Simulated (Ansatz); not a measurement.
Zr$_{2}$C:
```yaml
crystal:
  lattice:
    - [3.63392, 0.00000, 0.00000]
    - [0.00000, 3.63392, 0.00000]
    - [0.00000, 0.00000, 6.97916]
  atoms:
    - { symbol: Zr, position: [0.00000, 0.00000, 0.00000] }
    - { symbol: Zr, position: [0.50000, 0.50000, 0.00000] }
    - { symbol: Zr, position: [0.50000, 0.00000, 0.36977] }
    - { symbol: Zr, position: [0.00000, 0.50000, 0.63023] }
    - { symbol: C, position: [0.50000, 0.00000, 0.72858] }
    - { symbol: C, position: [0.00000, 0.50000, 0.27142] }
```

Relaxed with r²SCAN. Special points in fractions of this cell's reciprocal vectors: Γ (0.000, 0.000, 0.000); X (0.000, 0.500, 0.000); M (0.500, 0.500, 0.000); Z (0.000, 0.000, 0.500); R (0.000, 0.500, 0.500); A (0.500, 0.500, 0.500).

Problem. List the band energies nearest the Fermi level at these points for r²SCAN in the plane-wave PAW code Ansatz.

Solution. In eV from the Fermi level; about four levels below and three above (degenerate sets whole), none deeper than 8.9 eV; points with the same levels are listed once.

```csv
k,below,above
Γ,-1.99 -1.33 -0.74 -0.74,1.04 1.04 1.15
X,-1.25 -1.25 -0.06 -0.06,1.39 1.39 2.57 2.57
M,-1.06 -1.06 -0.53 -0.53,0.21 0.21 3.43 3.43
Z,-1.51 -1.32 -1.32 -1.10,0.32 0.90 0.90
R,-2.66 -2.66 -1.12 -1.12,0.57 0.57 1.20 1.20
A,-0.79 -0.79 -0.69 -0.69,3.69 3.69 3.72 3.72
```

Space group P4/nmm. A made-up cell: these elements were put on the sites of a structure type; neither database checked (COD, Materials Project) lists it. Whether it is the stable phase at ambient conditions was not checked. The r²SCAN relaxation kept the symmetry of its start; whether a distortion lowers the energy is not shown. No spin polarisation was allowed. Scalar-relativistic: spin–orbit coupling is off unless named, which matters more the heavier the elements.

Potentials: the later of the program's two PAW sets.
